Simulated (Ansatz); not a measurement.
YPb3, DFT, PBEsol, all-electron PAW with datasets made for the crystal, scalar-relativistic (Ansatz 0.2.0), run on 1 thread of Arm Neoverse V1 on a shared host.

The cell is COD entry 1523308, as deposited and not checked against the literature; nothing was relaxed. The listed cell was then made from it by scaling, straining or moving an atom.

Command: `ansatz run input.yaml --threads 1 --pin off --max-ram 4096MiB --backend cpu --events-out ev --progress --plain --runs-dir out`

```yaml
crystal:
  lattice:
    - [4.823, -0.04823, -0.04823]
    - [-0.04823, 4.823, -0.04823]
    - [-0.04823, -0.04823, 4.823]
  atoms:
    - { symbol: "Y", position: [0.0, 0.0, 0.0] }
    - { symbol: Pb, position: [0.0, 0.5, 0.5] }
    - { symbol: Pb, position: [0.5, 0.0, 0.5] }
    - { symbol: Pb, position: [0.5, 0.5, 0.0] }
kpoints:
  mp_grid: { grid: [8, 8, 8] }
scf:
  occupations: { method: fermi_dirac, width: 0.08 }
hamiltonian:
  xc: pbesol
  pseudopotentials: { kind: all_electron, datasets: crystal }
output:
  forces: true
  stress: true
  eigenvalues: true
  efg: { contact_densities: true }
```

(1) How large is the problem that the program sets up?

(2) About how long does it take, and how much memory does it use?

(3) And the same cell and mesh by PAW with the default files, asked for forces, stress, eigenvalues, efg, on the same hardware?

Answers

(1) 65 irreducible k-points, 1033 plane waves at Γ, 32 bands.

(2) 30 s of wall time for 9 SCF iterations, with a peak of 0.73 GiB. Times on shared machines scatter by tens of per cent.

(3) 16 s, peak memory 0.54 GiB.
